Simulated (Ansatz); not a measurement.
YN (rock salt, space group No. 225), a = 4.8958 Å, b = 4.8958 Å, c = 4.8958 Å, α = 90.00°, β = 90.00°, γ = 90.00°; the cell used has 2 atoms.

Relaxed with r²SCAN.

Q: Tabulate the valence density and the electron localisation function along the shortest N–Y contact (2.45 Å), r²SCAN in the plane-wave PAW code Ansatz.

A: 

| distance from N (Å) | density (e/Å³) | ELF |
|---|---|---|
| 0.24 | 3.46 | 0.29 |
| 0.37 | 3.06 | 0.58 |
| 0.49 | 2.30 | 0.75 |
| 0.61 | 1.55 | 0.81 |
| 0.73 | 1.01 | 0.81 |
| 0.86 | 0.67 | 0.74 |
| 0.98 | 0.47 | 0.55 |
| 1.10 | 0.36 | 0.28 |
| 1.22 | 0.34 | 0.14 |
| 1.35 | 0.41 | 0.19 |
| 1.47 | 0.64 | 0.43 |
| 1.59 | 1.09 | 0.72 |
| 1.71 | 1.78 | 0.84 |
| 1.84 | 2.61 | 0.86 |
| 1.96 | 3.35 | 0.84 |
| 2.08 | 3.71 | 0.75 |
| 2.20 | 3.57 | 0.58 |

The density is the valence pseudo-density with augmentation charge, so density and ELF within about 1 Å of a nucleus are not all-electron values.

Space group Fm-3m (rock salt). The cell was relaxed with r²SCAN under the symmetry of its start. No spin polarisation was allowed.

Potentials: the later of the program's two PAW sets.
